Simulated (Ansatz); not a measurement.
Input:

NbN:
```
NbN
1.0
    0.00000     2.21076     2.21076
    2.21076     0.00000     2.21076
    2.21076     2.21076     0.00000
Nb N
1 1
Cartesian
  2.21076   2.21076   2.21076
  0.00000   0.00000   0.00000
```

This is the PBE-relaxed structure.

**Question.** All from PBE (plane waves, PAW; program Ansatz), unless another level is named. Estimate the electronic character.

**Answer.** metallic (no gap).

**Question.** Give the density of states at the Fermi level.

**Answer.** 0.47 states/eV per atom (mean over ±0.08 eV).

**Question.** Predict the formation energy from the elements (no fitted shifts).

**Answer.** -91 kJ/mol of atoms.

**Question.** Next, the gap with spin–orbit coupling?

**Answer.** none (metallic).

Space group Fm-3m (rock salt). Symmetry was held in the PBE relaxation. At this level the phase is dynamically unstable (imaginary phonons). No spin polarisation was allowed. The references are the lowest solids computed at this level, not always the standard phases (solids in place of the gases). Spin–orbit coupling is left out wherever it is not named.

Potentials: the later of the program's two PAW sets.
